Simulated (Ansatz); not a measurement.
Al2Cu in space group I4/mcm (No. 140; Cu on 4a, Al on 8h) at seven volumes, PBE (plane waves, PAW; program Ansatz), shape and atoms relaxed at each. One row is withheld.

| V (Å³/atom) | P (GPa) |
|---|---|
| 13.569 | 11.61 |
| 14.017 | 7.08 |
| 14.464 | ? |
| 14.911 | 0.01 |
| 15.359 | -2.75 |
| 15.806 | -5.08 |
| 16.253 | -7.05 |

Task: Fit the shown pressures and predict the withheld one.

Result: P = (3/2)B₀(x^(7/2) − x^(5/2))[1 + (3/4)(B′ − 4)(x − 1)] with x = (V₀/V)^(2/3). Least squares on the six rows gives V₀ = 14.912 Å³/atom, B₀ = 99.4 GPa, B′ = 4.50. At V = 14.464, x = 1.0205 and P = 3.25 GPa. The run itself gave 3.26 GPa.

The PBE relaxation kept the symmetry of its start. The run is not spin-polarised.

Potentials: the earlier of the program's two PAW sets.
